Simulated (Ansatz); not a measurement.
Here is the system:

ZnCu$_{2}$GeS$_{4}$:
```cif
data_Cu2GeS4Zn
_chemical_formula_sum 'Cu2 Zn1 Ge1 S4'
_space_group_name_H-M_alt 'P 1'
_space_group_IT_number 1
_cell_length_a 6.36397
_cell_length_b 6.36397
_cell_length_c 6.36397
_cell_angle_alpha 131.659
_cell_angle_beta 131.659
_cell_angle_gamma 70.767
loop_
_space_group_symop_operation_xyz
  'x, y, z'
loop_
_atom_site_label
_atom_site_type_symbol
_atom_site_fract_x
_atom_site_fract_y
_atom_site_fract_z
_atom_site_occupancy
Cu1 Cu 0.00000 0.00000 0.00000 1
Cu2 Cu 0.75000 0.25000 0.50000 1
Zn1 Zn 0.25000 0.75000 0.50000 1
Ge1 Ge 0.50000 0.50000 0.00000 1
S1 S 0.63108 0.62121 0.50031 1
S2 S 0.12090 0.13078 0.49969 1
S3 S 0.37879 0.87910 0.00988 1
S4 S 0.86922 0.36892 0.99012 1
```

This is the LDA-relaxed structure.

Question: All from LDA (plane waves, PAW; program Ansatz), unless another level is named. Predict the band gap.

Answer: 0.67 eV (direct).

Question: And the electron effective mass?

Answer: 0.12, 0.13, 0.13 mₑ (principal values).

Question: Next, the formation energy from the elements (no fitted shifts)?

Answer: -0.51 eV/atom.

Space group I-4. Symmetry was held in the LDA relaxation. No spin polarisation was allowed. The references are the lowest solids computed at this level, not always the standard phases. Spin–orbit coupling is left out wherever it is not named.

Potentials: the later of the program's two PAW sets.
